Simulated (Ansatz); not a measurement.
Given:

AlNi in space group Fd-3m (No. 227; Ni on 8b, Al on 8a), a = 5.781 Å, b = 5.781 Å, c = 5.781 Å, α = 90.00°, β = 90.00°, γ = 90.00°; the cell used has 4 atoms.

This is the PBEsol-relaxed structure.

Question: All from DFT-PBEsol in the program Ansatz with PAW potentials, unless another level is named. Estimate the bulk modulus (Birch–Murnaghan fit).

Answer: 160 GPa.

Question: Next, the elastic constants (relaxed ions, GPa)?

Answer: C11 = 131, C12 = 174, C44 = 112.

Question: What about the highest zone-centre frequency?

Answer: 395 cm^-1.

The start of the workflow was typed in or built on a structure type; neither database checked (COD, Materials Project) lists it. It is not the phase usual at ambient conditions (space group No. 221). The cell was relaxed with PBEsol under the symmetry of its start. At this level the phase is mechanically unstable. The workflow began spin-polarised and lost its moments. As this level gives no gap, shear constants depend on the k-mesh and smearing (Fermi–Dirac, 0.1 eV here). As this level gives no gap, phonon frequencies hold no LO–TO term and depend on the k-mesh and smearing (Fermi–Dirac, 0.1 eV here).

Potentials: the earlier of the program's two PAW sets. The files were generated under PBE; for other functionals the program regenerates the frozen cores, and for LDA and PBEsol the local potential too.
